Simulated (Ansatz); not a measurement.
The elements of this relaxed trial crystal are hidden behind letters.

```
lattice vectors (Å)
   3.4366    0.0000    0.0000
   0.0000    3.4366    0.0000
   0.0000    0.0000    7.6545
fractional positions
X 0.0000 0.0000 0.5000
X 0.5000 0.5000 0.2909
X 0.5000 0.5000 0.7091
Z 0.0000 0.0000 0.0000
```

Level of theory: DFT PBE, scalar-relativistic, plane waves, PAW, and for the lanthanide a 4f-in-core norm-conserving potential (Ansatz 0.2.0). Plane waves to 630 eV, a 14×14×6 mesh through Γ for the 4-atom cell and 0.10 eV Gaussian smearing; no spin polarisation.

| Quantity | Value |
| --- | --- |
| Space group | P4/mmm (No. 123) |
| Conventional cell | a = 3.437 Å, c = 7.655 Å |
| Volume per atom | 22.60 Å³ |
| Density | 3.37 g/cm³ |
| Formation energy | +0.11 eV/atom |
| Gap on the 14×14×6 mesh of the 4-atom cell | 0 eV (a metal) |

Energies are uncorrected and count from the elements' standard states at the same level.

Question: X is an s-block element of period 2 and Z is a lanthanide. Which elements are they?

Answer: X = Li, Z = Dy, so the formula is Li3Dy. Density times volume gives a mean mass of 3.37 × 22.60/1.6605 = 45.9 u per atom, and this set has 45.8 u. Among the elements that the hints allow, noble gases aside, only these give it. Li on a site of symmetry 4/mmm is surrounded by 8 Li at 2.91 Å, 4 Li at 3.44 Å and 2 Dy at 3.83 Å; Li on a site of symmetry 4mm has 4 Li at 2.91 Å, 1 Li at 3.20 Å, 4 Dy at 3.30 Å and 4 Li at 3.44 Å; Dy is surrounded by 8 Li at 3.30 Å, 4 Dy at 3.44 Å and 2 Li at 3.83 Å.

A structure relaxed within its symmetry needn't be a true minimum.

The lanthanide is trivalent by construction, without f bands, f moments or other valences. The reference runs of the other elements, and any phases without the lanthanide, used 420 eV, which shifts energies against them by under 10 meV/atom. The lanthanide's reference is the lowest of its hcp, dhcp and fcc cells.
